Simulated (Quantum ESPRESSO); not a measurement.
## Band energies of SrAlSiH at -1.5 % isotropic strain

```
SrAlSiH
1.0
    4.14382     0.00000     0.00000
   -2.07191     3.58866     0.00000
    0.00000     0.00000     4.71384
H Al Si Sr
1 1 1 1
Direct
  0.66667   0.33333   0.09366
  0.66667   0.33333   0.46695
  0.33333   0.66667   0.55513
  0.00000   0.00000   0.00726
```

PBEsol (Quantum ESPRESSO, PseudoDojo norm-conserving, 72 Ry, without SOC); path ΓMKΓALHA,LM,KH; energies in eV from the valence-band maximum.

```
k (1/Å)  point  band 5  band 6  band 7  band 8  band 9  band 10  band 11  band 12
-------  -----  ------  ------  ------  ------  ------  -------  -------  -------
0.00         Γ   -9.85   -4.42   -1.51   -0.96   -0.96     1.44     2.80     2.80
0.55             -8.74   -5.38   -2.93   -1.55   -1.18     0.87     2.44     3.21
0.88         M   -7.65   -6.63   -3.26   -1.75   -0.97     0.50     2.24     2.95
1.13             -7.50   -6.52   -3.52   -2.49   -0.86     0.84     2.20     3.35
1.38         K   -7.22   -6.50   -4.06   -2.64   -0.89     0.72     2.74     3.63
1.72             -8.24   -5.72   -3.20   -2.53   -0.98     1.37     2.10     3.02
2.28             -9.80   -4.44   -1.50   -1.21   -1.01     1.69     2.61     2.88
2.39         Γ   -9.85   -4.42   -1.51   -0.96   -0.96     1.44     2.80     2.80
2.84             -9.26   -5.78   -0.63   -0.63   -0.38     1.68     1.68     2.18
3.06         A   -8.99   -6.23   -0.49   -0.49    0.00     1.48     1.48     2.30
3.35             -8.80   -5.92   -2.22   -1.17   -0.70     1.55     2.48     2.92
3.93         L   -7.80   -5.77   -4.32   -2.16   -1.75     1.23     3.37     4.83
4.44         H   -7.34   -6.23   -4.12   -3.19   -1.41     2.14     4.42     4.99
4.90             -8.32   -5.46   -3.78   -2.30   -1.35     2.45     3.29     3.44
5.36             -8.97   -6.19   -0.79   -0.60   -0.09     1.59     1.62     2.38
5.45         A   -8.99   -6.23   -0.49   -0.49    0.00     1.48     1.48     2.30
5.45         L   -7.80   -5.77   -4.32   -2.16   -1.75     1.23     3.37     4.83
5.74             -7.74   -6.19   -3.84   -2.01   -1.40     0.61     3.15     3.88
6.12         M   -7.65   -6.63   -3.26   -1.75   -0.97     0.50     2.24     2.95
6.12         K   -7.22   -6.50   -4.06   -2.64   -0.89     0.72     2.74     3.63
6.78         H   -7.34   -6.23   -4.12   -3.19   -1.41     2.14     4.42     4.99
```

The PBEsol gap is 0.41 eV; at least one edge lies off the plotted path, at a point of the SCF mesh. The smallest direct gap is 1.40 eV.

Geometry strained from the cell relaxed with PBEsol, atoms relaxed again.

The structure is a Materials Project entry; no match was found in the copy of COD used, and its stability was not checked.
